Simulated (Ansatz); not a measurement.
Method: Ansatz 0.2.0, DFT PBE, scalar-relativistic, plane waves, PAW. Settings: cutoff 420 eV, Γ-centred meshes spaced at most about 0.3 Å⁻¹ (2π included), Gaussian smearing. No spin polarisation in the final relaxations.

Temperature and zero-point effects are left out. All come from trial cells, and lower structures may exist.

Problem. These unrelaxed guesses for YAl₂N₃ are each relaxed within their symmetry. Order them by the energy at which they end, lowest first.
A.

```
Y Al N
1.0
    -1.71661    1.71661    7.28296
     1.71661   -1.71661    7.28296
     1.71661    1.71661   -7.28296
Y Al N
1 2 3
Cartesian
  0.0000 0.0000 0.0000
  0.0000 0.0000 9.7106
  0.0000 0.0000 4.8553
  1.7166 0.0000 3.6415
  0.0000 1.7166 6.0691
  0.0000 1.7166 1.2138
```

B.

```
Y Al N
1.0
     3.43322    0.00000    0.00000
    -1.71661    2.97326    0.00000
     0.00000    0.00000    8.40964
Y Al N
1 2 3
Cartesian
  0.0000 1.9822 5.6064
  0.0000 0.0000 0.0000
  1.7166 0.9911 2.8032
  0.0000 1.9822 7.7088
  1.7166 0.9911 4.9056
  0.0000 0.0000 2.1024
```

Solution. A (ends in I-4m2, 0 meV/atom), B (ends in P3m1, 46 meV/atom).

Cells relaxed within their symmetry can be saddle points. Some types were kept out of the candidates beforehand, so the set may lack a known form.
